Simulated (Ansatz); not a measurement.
Geometry optimisation in Ansatz: input, command and trajectory.

```yaml
crystal:
  lattice:
    - [7.281577389, 0.0, 0.0]
    - [-3.6407886945, 6.3060309984, 0.0]
    - [0.0, 0.0, 6.2210279291]
  atoms:
    - { symbol: Ba, position: [0.146, 0.2919999999, 0.25] }
    - { symbol: Ba, position: [0.854, 0.146, 0.75] }
    - { symbol: Ba, position: [0.854, 0.7080000001, 0.75] }
    - { symbol: Ba, position: [0.146, 0.854, 0.25] }
    - { symbol: Ba, position: [0.7080000001, 0.854, 0.25] }
    - { symbol: Ba, position: [0.2919999999, 0.146, 0.75] }
    - { symbol: Pd, position: [0.0, 0.0, 0.5] }
    - { symbol: Pd, position: [0.0, 0.0, 0.0] }
    - { symbol: Os, position: [0.3333333333, 0.6666666667, 0.75] }
    - { symbol: Os, position: [0.6666666667, 0.3333333333, 0.25] }
basis:
  ecutwfc: 420
kpoints:
  mp_grid: { grid: [3, 3, 4] }
hamiltonian:
  xc: pbe
scf:
  occupations: { method: gaussian, width: 0.1 }
  lower_state_search: "off"
output:
  forces: true
  stress: true
  eigenvalues: true
relax:
  adjacent_minimum: "off"
  f_tol: 0.04
  max_steps: 70
  cell: { stress_tol: 0.4 }
```

```bash
ansatz run input.yaml --threads 1 --pin off --max-ram 2560MiB --backend cpu --events-out ev --progress --plain --runs-dir out
```

These are results of DFT PBE, scalar-relativistic, plane waves, PAW (Ansatz 0.2.0), not measurements.

Of 14 frames 10 are shown, positions in Å and forces in eV/Å; the SCF threshold varies from step to step. Steps run on the plane waves of an earlier cell, with a Pulay correction in the pressure. The basis is chosen afresh for the last frame, the zero of the energies, and at times for earlier ones too; energy and pressure can step there, also at an unchanged geometry. Here that happened at step 10 (-18 meV/atom, 1.0 GPa); frames between the last choice of the basis and such a step carry an error that grows, as the cell changes, to that size. The mark taken_back stands on steps that the optimiser undid.

```xyz
10
Lattice="7.2816 0.0000 0.0000 -3.6408 6.3060 0.0000 0.0000 0.0000 6.2210" Properties=species:S:1:pos:R:3:forces:R:3 pbc="T T T" step=1 free_energy_over_end_meV_per_atom=2225.32 pressure_GPa=32.56
Ba    0.0000    1.8414    1.5553    0.0000   12.1161    0.0000
Ba    5.6869    0.9207    4.6658  -10.4928    6.0580    0.0000
Ba    3.6408    4.4647    4.6658    0.0000  -12.1161    0.0000
Ba   -2.0461    5.3853    1.5553   10.4928   -6.0580    0.0000
Ba    2.0461    5.3853    1.5553  -10.4928   -6.0580    0.0000
Ba    1.5947    0.9207    4.6658   10.4928    6.0580    0.0000
Pd    0.0000    0.0000    3.1105    0.0000    0.0000    0.0000
Pd    0.0000    0.0000    0.0000    0.0000    0.0000    0.0000
Os    0.0000    4.2040    4.6658    0.0000    0.0000    0.0000
Os    3.6408    2.1020    1.5553    0.0000    0.0000    0.0000
10
Lattice="7.3952 0.0000 0.0000 -3.6976 6.4044 0.0000 0.0000 0.0000 6.3861" Properties=species:S:1:pos:R:3:forces:R:3 pbc="T T T" step=2 free_energy_over_end_meV_per_atom=946.27 pressure_GPa=14.82
Ba    0.0000    2.0658    1.5965    0.0000    5.9702    0.0000
Ba    5.6062    1.0329    4.7896   -5.1703    2.9851    0.0000
Ba    3.6976    4.3386    4.7896    0.0000   -5.9702    0.0000
Ba   -1.9085    5.3715    1.5965    5.1703   -2.9851    0.0000
Ba    1.9085    5.3715    1.5965   -5.1703   -2.9851    0.0000
Ba    1.7891    1.0329    4.7896    5.1703    2.9851    0.0000
Pd    0.0000    0.0000    3.1931    0.0000    0.0000    0.0000
Pd    0.0000    0.0000    0.0000    0.0000    0.0000    0.0000
Os    0.0000    4.2696    4.7896    0.0000    0.0000    0.0000
Os    3.6976    2.1348    1.5965    0.0000    0.0000    0.0000
10
Lattice="7.7803 0.0000 0.0000 -3.8902 6.7379 0.0000 0.0000 0.0000 6.0033" Properties=species:S:1:pos:R:3:forces:R:3 pbc="T T T" step=4 free_energy_over_end_meV_per_atom=224.93 pressure_GPa=1.86
Ba    0.0000    2.5324    1.5008    0.0000    0.5359    0.0000
Ba    5.5872    1.2662    4.5025   -0.4641    0.2680    0.0000
Ba    3.8902    4.2056    4.5025    0.0000   -0.5359    0.0000
Ba   -1.6970    5.4717    1.5008    0.4641   -0.2680    0.0000
Ba    1.6970    5.4717    1.5008   -0.4641   -0.2680    0.0000
Ba    2.1931    1.2662    4.5025    0.4641    0.2680    0.0000
Pd    0.0000    0.0000    3.0016    0.0000    0.0000    0.0000
Pd    0.0000    0.0000    0.0000    0.0000    0.0000    0.0000
Os    0.0000    4.4920    4.5025    0.0000    0.0000    0.0000
Os    3.8902    2.2460    1.5008    0.0000    0.0000    0.0000
10
Lattice="7.9886 0.0000 0.0000 -3.9943 6.9183 0.0000 0.0000 0.0000 5.6962" Properties=species:S:1:pos:R:3:forces:R:3 pbc="T T T" step=5 free_energy_over_end_meV_per_atom=140.09 pressure_GPa=0.78
Ba    0.0000    2.6740    1.4241    0.0000   -0.0224    0.0000
Ba    5.6728    1.3370    4.2722    0.0194   -0.0112    0.0000
Ba    3.9943    4.2443    4.2722    0.0000    0.0224    0.0000
Ba   -1.6785    5.5813    1.4241   -0.0194    0.0112    0.0000
Ba    1.6785    5.5813    1.4241    0.0194    0.0112    0.0000
Ba    2.3158    1.3370    4.2722   -0.0194   -0.0112    0.0000
Pd    0.0000    0.0000    2.8481    0.0000    0.0000    0.0000
Pd    0.0000    0.0000    0.0000    0.0000    0.0000    0.0000
Os    0.0000    4.6122    4.2722    0.0000    0.0000    0.0000
Os    3.9943    2.3061    1.4241    0.0000    0.0000    0.0000
10
Lattice="8.4300 0.0000 0.0000 -4.2150 7.3006 0.0000 0.0000 0.0000 5.0892" Properties=species:S:1:pos:R:3:forces:R:3 pbc="T T T" step=7 free_energy_over_end_meV_per_atom=35.48 pressure_GPa=0.99
Ba    0.0000    2.8800    1.2723    0.0000   -0.0616    0.0000
Ba    5.9358    1.4400    3.8169    0.0533   -0.0308    0.0000
Ba    4.2150    4.4205    3.8169    0.0000    0.0616    0.0000
Ba   -1.7208    5.8605    1.2723   -0.0533    0.0308    0.0000
Ba    1.7208    5.8605    1.2723    0.0533    0.0308    0.0000
Ba    2.4942    1.4400    3.8169   -0.0533   -0.0308    0.0000
Pd    0.0000    0.0000    2.5446    0.0000    0.0000    0.0000
Pd    0.0000    0.0000    0.0000    0.0000    0.0000    0.0000
Os    0.0000    4.8670    3.8169    0.0000    0.0000    0.0000
Os    4.2150    2.4335    1.2723    0.0000    0.0000    0.0000
10
Lattice="8.7217 0.0000 0.0000 -4.3608 7.5532 0.0000 0.0000 0.0000 5.0777" Properties=species:S:1:pos:R:3:forces:R:3 pbc="T T T" step=8 free_energy_over_end_meV_per_atom=39.14 pressure_GPa=-1.87 taken_back
Ba    0.0000    2.9543    1.2694    0.0000    0.2190    0.0000
Ba    6.1631    1.4772    3.8083   -0.1897    0.1095    0.0000
Ba    4.3608    4.5988    3.8083    0.0000   -0.2190    0.0000
Ba   -1.8023    6.0760    1.2694    0.1897   -0.1095    0.0000
Ba    1.8023    6.0760    1.2694   -0.1897   -0.1095    0.0000
Ba    2.5585    1.4772    3.8083    0.1897    0.1095    0.0000
Pd    0.0000    0.0000    2.5389    0.0000    0.0000    0.0000
Pd    0.0000    0.0000    0.0000    0.0000    0.0000    0.0000
Os    0.0000    5.0355    3.8083    0.0000    0.0000    0.0000
Os    4.3608    2.5177    1.2694    0.0000    0.0000    0.0000
10
Lattice="8.5721 0.0000 0.0000 -4.2861 7.4237 0.0000 0.0000 0.0000 5.0088" Properties=species:S:1:pos:R:3:forces:R:3 pbc="T T T" step=10 free_energy_over_end_meV_per_atom=11.34 pressure_GPa=1.27
Ba    0.0000    2.9305    1.2522    0.0000    0.0040    0.0000
Ba    6.0343    1.4652    3.7566   -0.0035    0.0020    0.0000
Ba    4.2861    4.4932    3.7566    0.0000   -0.0040    0.0000
Ba   -1.7482    5.9584    1.2522    0.0035   -0.0020    0.0000
Ba    1.7482    5.9584    1.2522   -0.0035   -0.0020    0.0000
Ba    2.5379    1.4652    3.7566    0.0035    0.0020    0.0000
Pd    0.0000    0.0000    2.5044    0.0000    0.0000    0.0000
Pd    0.0000    0.0000    0.0000    0.0000    0.0000    0.0000
Os    0.0000    4.9491    3.7566    0.0000    0.0000    0.0000
Os    4.2861    2.4746    1.2522    0.0000    0.0000    0.0000
10
Lattice="8.7542 0.0000 0.0000 -4.3771 7.5813 0.0000 0.0000 0.0000 4.9539" Properties=species:S:1:pos:R:3:forces:R:3 pbc="T T T" step=11 free_energy_over_end_meV_per_atom=2.03 pressure_GPa=0.49
Ba    0.0000    3.0130    1.2385    0.0000   -0.1061    0.0000
Ba    6.1449    1.5065    3.7154    0.0918   -0.0530    0.0000
Ba    4.3771    4.5684    3.7154    0.0000    0.1061    0.0000
Ba   -1.7678    6.0749    1.2385   -0.0918    0.0530    0.0000
Ba    1.7678    6.0749    1.2385    0.0918    0.0530    0.0000
Ba    2.6093    1.5065    3.7154   -0.0918   -0.0530    0.0000
Pd    0.0000    0.0000    2.4770    0.0000    0.0000    0.0000
Pd    0.0000    0.0000    0.0000    0.0000    0.0000    0.0000
Os    0.0000    5.0542    3.7154    0.0000    0.0000    0.0000
Os    4.3771    2.5271    1.2385    0.0000    0.0000    0.0000
10
Lattice="8.8820 0.0000 0.0000 -4.4410 7.6921 0.0000 0.0000 0.0000 4.9238" Properties=species:S:1:pos:R:3:forces:R:3 pbc="T T T" step=13 free_energy_over_end_meV_per_atom=0.11 pressure_GPa=-0.03
Ba    0.0000    3.0559    1.2309    0.0000   -0.0355    0.0000
Ba    6.2355    1.5279    3.6928    0.0308   -0.0178    0.0000
Ba    4.4410    4.6362    3.6928    0.0000    0.0355    0.0000
Ba   -1.7945    6.1641    1.2309   -0.0308    0.0178    0.0000
Ba    1.7945    6.1641    1.2309    0.0308    0.0178    0.0000
Ba    2.6465    1.5279    3.6928   -0.0308   -0.0178    0.0000
Pd    0.0000    0.0000    2.4619    0.0000    0.0000    0.0000
Pd    0.0000    0.0000    0.0000    0.0000    0.0000    0.0000
Os    0.0000    5.1280    3.6928    0.0000    0.0000    0.0000
Os    4.4410    2.5640    1.2309    0.0000    0.0000    0.0000
10
Lattice="8.8820 0.0000 0.0000 -4.4410 7.6921 0.0000 0.0000 0.0000 4.9238" Properties=species:S:1:pos:R:3:forces:R:3 pbc="T T T" step=14 free_energy_over_end_meV_per_atom=0.00 pressure_GPa=-0.05
Ba    0.0000    3.0559    1.2309    0.0000   -0.0355    0.0000
Ba    6.2355    1.5279    3.6928    0.0307   -0.0177    0.0000
Ba    4.4410    4.6362    3.6928    0.0000    0.0355    0.0000
Ba   -1.7945    6.1641    1.2309   -0.0307    0.0177    0.0000
Ba    1.7945    6.1641    1.2309    0.0307    0.0177    0.0000
Ba    2.6465    1.5279    3.6928   -0.0307   -0.0177    0.0000
Pd    0.0000    0.0000    2.4619    0.0000    0.0000    0.0000
Pd    0.0000    0.0000    0.0000    0.0000    0.0000    0.0000
Os    0.0000    5.1280    3.6928    0.0000    0.0000    0.0000
Os    4.4410    2.5640    1.2309    0.0000    0.0000    0.0000
```

The start puts this composition into another compound's structure type, which needn't suit it. At the end the space group is P6_3/mmc (tolerance 0.05 Å).

The run took 3.7 min on 1 thread of Arm Neoverse V2 (shared host), peak memory 0.67 GiB.

The k mesh is coarse. Spin–orbit coupling is left out, which can shift energies with elements as heavy as these.